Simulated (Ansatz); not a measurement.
Input file for Ansatz (a program for electronic structure):

Ansatz 0.2 input:
```yaml
crystal:
  lattice:
    - [4.2158363896, 0.0, 0.0]
    - [0.0, 4.2158363896, 0.0]
    - [0.0, 0.0, 32.0]
  periodic: [true, true, false]
  atoms:
    - { symbol: Pb, position: [0.5, 0.0, 0.4550322188] }
    - { symbol: S, position: [0.0, 0.5, 0.4619272308] }
    - { symbol: Pb, position: [0.0, 0.5, 0.5449677812] }
    - { symbol: S, position: [0.5, 0.0, 0.5380727692] }
kpoints:
  mp_grid: { grid: [6, 6, 1] }
hamiltonian:
  xc: hse06
  pseudopotentials: { kind: paw }
scf:
  n_extra_bands: 6
  occupations: { method: fixed }
output:
  eigenvalues: true
  eigenstates:
    e_range: [-9.0, 6.1]
    kpoints:
      - [0.0, 0.40625, 0.0]  # VBM
      - [0.0, 0.421875, 0.0]  # CBM
      - [0.0, 0.0, 0.0]  # GAMMA
      - [0.5, 0.5, 0.0]  # M
      - [0.0, 0.5, 0.0]  # X
```

Output (shortened):

```
Pseudopotential: Pb, paw, valence charge 14
Pseudopotential: S, paw, valence charge 6
Functional definition: HSE06
davidson cushion auto → on  (no smearing: the cushion is to keep the highest requested band from converging to the state above it …
Crystal: 4 atoms, lattice volume = 568.745 Å³
Basis set: ecut = 420 eV, 10967 PW (Γ)
Bands: 26, of which v1, the nominal top of the filled ones, is band 20 counted from 1 (19 counted from 0)
Symmetry: 16 space group operations
Space group: P4/nmm (ITA 129), of the structure as read, at distance tolerance 8.3e-5 Å
k-points: 10 of 36
SCF iter   1: F=—  HF=-25618.892412 eV  |F-HF|=—  |Δ(HF+E_count)|=         —  Δρ=6.47e-4  dr2=1.28e-2  ethr=1.77e-3  ⟨swp⟩=11.5  Hψ=1311  notcnv=0
preconditioner: auto → none
SCF iter   2: F=—  HF=-25618.893131 eV  |F-HF|=—  |Δ(HF+E_count)|=   7.18e-4  Δρ=5.19e-4  dr2=3.42e-3  ethr=3.19e-5  ⟨swp⟩=7.8  Hψ=1023  notcnv=0  defer=14
SCF iter   3: F=—  HF=-25618.892741 eV  |F-HF|=—  |Δ(HF+E_count)|=   3.89e-4  Δρ=1.73e-4  dr2=7.06e-4  ethr=8.56e-6  ⟨swp⟩=4.4  Hψ=747  notcnv=0  defer=3
SCF iter   4: F=-25618.892763 eV  HF=-25618.892741 eV  |F-HF|=2.21e-5  |Δ(HF+E_count)|=   9.38e-7  Δρ=8.23e-5  dr2=1.18e-4  ethr=1.77e-6  ⟨swp⟩=4.6  Hψ=691  notcnv=0  defer=3
SCF 1 stopped early in 4 iterations: F = -25618.892763 eV  dr2 = 1.18e-4
orbital symmetrization limited by the memory budget …
Crystal: 4 atoms, lattice volume = 568.745 Å³
Exchange kernel: α = 0.2500, screened, ω = 0.2079 Å⁻¹, Wigner–Seitz truncation, v(0) = 1046.8860 eV·Å³, q-mesh 6×6×1, nearest image of the exchange supercell L …
Frozen-core exchange: fock
SCF iter   1: F=—  HF=-25627.193958 eV  |F-HF|=—  |Δ(HF+E_count)|=         —  Δρ=2.55e-3  dr2=3.07e-2  ethr=2.96e-6  ⟨swp⟩=13.0  Hψ=1544  notcnv=1
preconditioner: auto → none
SCF iter   2: F=—  HF=-25627.184519 eV  |F-HF|=—  |Δ(HF+E_count)|=   9.44e-3  Δρ=9.16e-4  dr2=4.53e-3  ethr=2.96e-6  ⟨swp⟩=5.0  Hψ=1063  notcnv=0
SCF iter   3: F=—  HF=-25627.194225 eV  |F-HF|=—  |Δ(HF+E_count)|=   9.71e-3  Δρ=5.07e-4  dr2=2.23e-3  ethr=2.96e-6  ⟨swp⟩=5.2  Hψ=990  notcnv=0  defer=4
SCF iter   4: F=—  HF=-25627.193620 eV  |F-HF|=—  |Δ(HF+E_count)|=   6.06e-4  Δρ=1.06e-4  dr2=1.76e-4  ethr=2.96e-6  ⟨swp⟩=4.3  Hψ=776  notcnv=0
SCF iter   5: F=—  HF=-25627.193732 eV  |F-HF|=—  |Δ(HF+E_count)|=   1.12e-4  Δρ=7.10e-5  dr2=3.67e-5  ethr=3.87e-7  ⟨swp⟩=4.9  Hψ=769  notcnv=0  defer=3
iter 6 solved again at ethr=6.74e-9 eV; its pass at ethr=7.66e-8 eV (dr2=2.70e-6 eV) is discarded
SCF iter   6: F=-25627.193725 eV  HF=-25627.193726 eV  |F-HF|=1.70e-6  |Δ(HF+E_count)|=   5.66e-6  Δρ=2.24e-5  dr2=5.63e-6  ethr=6.74e-9  ⟨swp⟩=4.7  Hψ=1394  notcnv=0  defer=5
SCF 2 stopped early in 6 iterations: F = -25627.193725 eV  dr2 = 5.63e-6
hybrid outer 1: dexx = +1.116e-2 eV, tail = 3.33e-5 eV
Crystal: 4 atoms, lattice volume = 568.745 Å³
Exchange kernel: α = 0.2500, screened, ω = 0.2079 Å⁻¹, Wigner–Seitz truncation, v(0) = 1046.8860 eV·Å³, q-mesh 6×6×1, nearest image of the exchange supercell L …
Frozen-core exchange: fock
SCF iter   1: F=—  HF=-25627.193499 eV  |F-HF|=—  |Δ(HF+E_count)|=         —  Δρ=1.64e-5  dr2=3.37e-6  ethr=4.16e-7  ⟨swp⟩=3.6  Hψ=604  notcnv=0
preconditioner: auto → none
iter 2 solved again at ethr=2.40e-10 eV; its pass at ethr=6.12e-9 eV (dr2=9.59e-8 eV) is discarded
SCF iter   2: F=—  HF=-25627.193499 eV  |F-HF|=—  |Δ(HF+E_count)|=   1.94e-8  Δρ=5.23e-6  dr2=1.48e-7  ethr=2.40e-10  ⟨swp⟩=3.5  Hψ=1586  notcnv=0  defer=1
SCF iter   3: F=-25627.193499 eV  HF=-25627.193499 eV  |F-HF|=3.14e-8  |Δ(HF+E_count)|=   2.18e-7  Δρ=2.04e-6  dr2=3.95e-8  ethr=2.40e-10  ⟨swp⟩=5.0  Hψ=932  notcnv=0  defer=9
SCF 3 converged in 3 iterations: F = -25627.193499 eV  dr2 = 3.95e-8
hybrid outer 2: dexx = +2.390e-7 eV, tail = 8.91e-8 eV, Δε = 2.14e-3 eV (about 1.73e-4 eV left of the loop's levels)
solve of the band table under the exchange operator …
NSCF: frozen V_eff on 5 k-points
hybrid SCF converged: 2 outer / 9 inner (+4 warm-up), last move |dexx| = 2.39e-7 eV, tail = 8.91e-8 eV
Stability not checked (fock_operator)
Free energy (F): -25627.193499 eV
Frozen-core exchange: fock
Harris-Foulkes:  -25627.193499 eV  (|F-HF|=3.14e-8)
Internal energy: -25627.193499 eV  (E = F + TS)
E sigma→0 (E₀):  -25627.193499 eV
Fermi energy:    -4.994303 eV
--- Per-component energies (eV) ---
  E_band       = -655.129350
  E_kinetic    = 785.677187
  E_local      = -53942.280117  (includes V_loc(G=0)·N_el)
  E_nonlocal   = 756.989906
  E_hartree    = 26461.485199
  E_xc         = -507.093051
  E_vxc        = -351.506102  (∫ρ·V_xc dr)
  E_exx        = -85.107523  (= α·E_x^exact, valence–valence)
  E_paw        = -22062.944582  (= ΣΔE_a)
  E_vpaw       = -656.789039  (= ΣTr[D̂ρ^β])
  E_aug_tail   = 0.000102  (compensation charges beyond the density's cutoff)
  E_ewald      = 22965.604253
  E_core_change = 0.475126  (= ΣΔE_core)
  E_smearing   =  0.000000  (= −TS)
  E_closure    =  0.000000  (closes the sum)
  Σ components = -25627.193499   (vs F -25627.193499, Δ=0.00e0)
  [band-id]    e_kinetic+e_local+e_nonlocal+2·e_hartree+e_vxc+2·e_exx+e_vpaw+e_augmentation_tail = -655.152711   (vs E_band -655.129350, Δ=-2.34e-2)
--- Band table (eV; the first three rows and the last of 10) ---
  k-point 0: bands = ["-22.7828", "-22.6578", "-22.6455", "-22.6417", "-22.6304", "-22.6133", "-22.6037", "-22.6037", "-22.5636", "-22.5636", "-18.9892", "-17.2993", "-12.3929", "-10.5933", "-8.3564", "-7.7140", "-7.7140", "-6.4457", "-6.4457", "-5.1014", …
  k-point 1: bands = ["-22.7661", "-22.6492", "-22.6487", "-22.6384", "-22.6331", "-22.6274", "-22.6038", "-22.5956", "-22.5698", "-22.5646", "-18.8225", "-17.2817", "-12.7529", "-11.1877", "-8.1667", "-7.4713", "-7.3560", "-6.2769", "-5.9084", "-5.2372", …
  k-point 2: bands = ["-22.7280", "-22.6627", "-22.6533", "-22.6479", "-22.6318", "-22.6192", "-22.5996", "-22.5856", "-22.5809", "-22.5686", "-18.3632", "-17.3632", "-13.2552", "-12.2840", "-7.6385", "-6.8295", "-6.6962", "-5.9731", "-5.5415", "-4.9943", …
  k-point 9: bands = ["-22.7813", "-22.7813", "-22.6240", "-22.6240", "-22.6209", "-22.6209", "-22.5821", "-22.5821", "-22.5676", "-22.5676", "-17.2874", "-17.2874", "-12.0686", "-12.0686", "-9.5256", "-9.5256", "-7.9094", "-7.9094", "-6.5005", "-6.5005", …
  the weakly bound empty levels are not read free of the cell's end (exact_exchange)
```

Cost: roughly 11 core-minutes on shared cores.

The points marked VBM and CBM come from a semilocal run.

The layer was cut from a bulk entry of the Materials Project (measured or hypothetical); whether that bulk phase is the ambient one, and whether the layer has been isolated, was not checked. The r²SCAN+D4 relaxation kept the symmetry of its start; its stability against distortions is not shown here. Spin–orbit coupling is left out wherever it is not named.

Potentials: the later of the program's two PAW sets.

Ansatz is a plane-wave DFT program.
